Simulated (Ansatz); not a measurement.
**Ni: converged, but where?**

Ni is taken as a measured crystal structure (space group Fm-3m, primitive cell doubled), 2 atoms in the cell. Source: COD entry 9012987; the sample's temperature and pressure aren't taken into account, and it need not be the stable phase.

The calculation used DFT, PBE, PAW, plane waves, scalar-relativistic (Ansatz development build ahead of 0.2.0).

```yaml
crystal:
  lattice:
    - [-1.7678, -3.5356, -1.7678]
    - [-1.7678, 0.0, -1.7678]
    - [1.7678, 0.0, -1.7678]
  atoms:
    - { symbol: Ni, position: [0.0, 0.0, 0.0], spin: 2.0 }
    - { symbol: Ni, position: [0.5, 0.0, 0.5], spin: -2.0 }
magnetization:
  spin_polarized: true
hamiltonian:
  xc: pbe
  pseudopotentials: { kind: paw }
basis:
  ecutwfc: 420
kpoints:
  mp_grid: { grid: [8, 13, 11] }
scf:
  occupations: { method: gaussian, width: 0.05 }
  lower_state_search: "off"
output:
  forces: true
  stress: true
```

Wall time and machine: 8.8 s on 2 threads of Arm Neoverse V1, with other jobs on the host, peak memory 0.47 GiB.

The end of the output:

```
SCF converged after 14 iterations
Magnetization: 0.0000 μB (18.0000 up, 18.0000 down)
Absolute magnetization: 0.4154 μB (∫|ρ↑−ρ↓|, with the PAW one-centre terms)
Spin contamination: 0.1960 ħ² per cell (⟨S²⟩ above its minimum at these occupations)
Per-site moments (μB) at R_I (Å): [(0.2045, 1.0312), (-0.2045, 1.0312)]
Free energy (F): -11679.319413 eV
Harris-Foulkes:  -11679.319413 eV  (|F-HF|=3.77e-9)
Internal energy: -11679.310805 eV  (E = F + TS)
E sigma→0 (E₀):  -11679.315109 eV
Entropy (-TS):   -0.008607 eV (-4.304 meV/atom)
Fermi energy:    17.639653 eV
--- Forces (eV/Å), atoms counted from 1 ---
  atom   1  Ni     0.00000000     0.00000000     0.00000000
  atom   2  Ni    -0.00000000     0.00000000    -0.00000000
--- Stress (GPa, compression-positive) ---
       -3.670660      -0.012014      -0.108920
       -0.012014      -3.942440      -0.012014
       -0.108920      -0.012014      -3.670660
  P = ⅓ Tr σ = -3.7613 GPa (-37.613 kbar)
```

The mesh has less symmetry than the lattice, which lowers the symmetry of the run.

A small moment in a metal is sensitive to the mesh and the smearing.

Site moments are taken inside atomic spheres and don't add up to the total.

Task: Has the SCF ended in the lowest solution? If not, by how much is it too high?

Result: No. A state 61.4 meV/atom (0.123 eV per cell) lower exists in this cell: ferromagnetic, site moments Ni1 0.67, Ni2 0.67 μB, total 1.26 μB per cell, no gap on the k-mesh. It was reached from: parallel moments, default search for lower states [Ni1 2.00, Ni2 2.00 μB]; opposed moments +-, default search for lower states [Ni1 2.00, Ni2 -2.00 μB]. The wrong state matters: the pressure is -3.0 GPa there against -3.8 GPa here. States within about 5 meV/atom are too close for this mesh, smearing and search to settle their order. This multiple of the primitive cell fits some opposed orders; other multiples fit others. Only collinear orders within this cell were tried; the true ground state may need a larger cell.
